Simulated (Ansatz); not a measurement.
BeSe:
```yaml
crystal:
  lattice:
    - [0.00000, 2.56446, 2.56446]
    - [2.56446, 0.00000, 2.56446]
    - [2.56446, 2.56446, 0.00000]
  atoms:
    - { symbol: Se, position: [0.75000, 0.75000, 0.75000] }
    - { symbol: Be, position: [0.00000, 0.00000, 0.00000] }
```

The program Ansatz at the PBEsol level (PAW) gives a gap of 2.47 eV without spin–orbit coupling, maximum at Γ, minimum at X.

**Question.** What happens when spin–orbit coupling is switched on?

**Answer.** The gap decreases by 0.15 eV, to 2.32 eV; maximum at Γ, minimum at X.

**Question.** How large is the spin–orbit splitting of the valence top at Γ?

**Answer.** The fourfold level lies 0.45 eV above the split-off pair.

**Question.** Give the electron effective mass with spin–orbit coupling.

**Answer.** 0.26, 0.26, 0.84 mₑ (principal values).

**Question.** Give the hole effective mass with spin–orbit coupling, band 1 of 2 at the edge.

**Answer.** 0.44 along [100], 0.85 along [110], 1.1 along [111] (mₑ).

**Question.** Give the hole effective mass with spin–orbit coupling, band 2 of 2 at the edge.

**Answer.** 0.27 along [100], 0.21 along [110], 0.20 along [111] (mₑ).

Space group F-43m (zinc blende). Symmetry was held in the PBEsol relaxation.

Potentials: the later of the program's two PAW sets.
